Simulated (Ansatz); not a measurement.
One stationary structure of PbS. Space group Fm-3m (No. 225), rock salt type. Computed with r2SCAN (plane waves to 500 eV, PAW, scalar-relativistic; Ansatz, a program for electronic structure).

```cif
data_Pb4S4
_chemical_formula_sum 'S4 Pb4'
_space_group_name_H-M_alt 'Fm-3m'
_space_group_IT_number 225
_space_group_name_Hall '-F 4 2 3'
_cell_length_a 5.97513
_cell_length_b 5.97513
_cell_length_c 5.97513
_cell_angle_alpha 90.000
_cell_angle_beta 90.000
_cell_angle_gamma 90.000
loop_
_atom_site_label
_atom_site_type_symbol
_atom_site_symmetry_multiplicity
_atom_site_Wyckoff_symbol
_atom_site_fract_x
_atom_site_fract_y
_atom_site_fract_z
_atom_site_occupancy
S1 S 4 a 0.00000 0.00000 0.00000 1
Pb1 Pb 4 b 0.50000 0.50000 0.50000 1
```
(The calculation used a cell of 2 atoms; values per cell refer to that cell.)

For PbS, the volume per atom is 26.67 Å³, the band gap is 0.70 eV, direct at L (no spin-orbit coupling) and the shortest distances is Pb–S 2.99 Å. The k-mesh is 10×10×10.

Band energies at high-symmetry points (eV from the VBM; labels of this space group; no spin-orbit coupling), from −5 eV up to 1.9 eV:

```tsv
point	energies
Γ	-2.20 -2.20 -2.20
X	-3.45 -3.45
U	-4.76 -2.95 -2.46
K	-4.76 -2.95 -2.46
L	-1.82 -1.82 0.00 0.70
W	-4.41 -4.41 -1.05
```

No spin polarisation in the result. Without spin-orbit coupling the bands of the heavy element are not split, so the gap can be far off.

The run could not lose the symmetry of its start; a randomly shaken copy of 4 atoms returns to this structure.
